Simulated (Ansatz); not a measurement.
InHO$_{2}$: computed property card

InHO2:
```
CELL_PARAMETERS angstrom
      4.51952     0.00000     0.00000
      0.00000     5.27236     0.00000
      0.00000     0.00000     3.28571
ATOMIC_POSITIONS crystal
  In 0.50000 0.50000 0.50000
  In 0.00000 0.00000 0.00000
  H  0.50000 0.00000 0.50000
  H  0.00000 0.50000 0.00000
  O  0.27965 0.86928 0.50000
  O  0.72035 0.13072 0.50000
  O  0.77965 0.63072 0.00000
  O  0.22035 0.36928 0.00000
```

Space group Pnnm (No. 58); conventional cell a = 4.520 Å, b = 5.272 Å, c = 3.286 Å, α = β = γ = 90.00°.

Method: r²SCAN in the plane-wave PAW code Ansatz. Structure relaxed to zero pressure with the same functional. Other levels are named where they apply.

Cell and energy:

```json
{
  "volume_per_atom": "9.79 Å³",
  "density": "6.27 g/cm³",
  "Formation energy from the elements (no fitted shifts)": "-1.54 eV/atom"
}
```

Electronic structure:

```json
{
  "band_gap": "2.68 eV (direct)",
  "valence_band_maximum": "at Γ",
  "conduction_band_minimum": "at Γ",
  "electron_effective_mass": "0.26 mₑ (isotropic)",
  "Electron effective mass with spin–orbit coupling": "0.26 mₑ (isotropic)",
  "hole_effective_mass": "1.2 along x, 1.4 along z (mₑ)",
  "Hole effective mass with spin–orbit coupling": "1.2 along x, 1.4 along z (mₑ)",
  "HSE06 gap on the r²SCAN cell": "3.68 eV",
  "Gap with spin–orbit coupling": "2.68 eV"
}
```

Mechanics:

```json
{
  "Bulk modulus (Birch–Murnaghan fit)": "175 GPa",
  "Pressure derivative B′": "4.6"
}
```

Charges:

```json
{
  "bader_charges": "In +1.98, H +0.63, O -1.30 e"
}
```

The workflow started from a Materials Project entry (that database holds measured and hypothetical structures alike); the Crystallography Open Database copy checked does not list it. COD files the formula under space group No. 31. Its standing as an ambient phase is unchecked. Symmetry was held in the r²SCAN relaxation; whether a distortion lowers the energy is not shown. The references are the lowest solids computed at this level, not always the standard phases (solids in place of the gases). Spin–orbit coupling is left out wherever it is not named.

Potentials: the later of the program's two PAW sets.
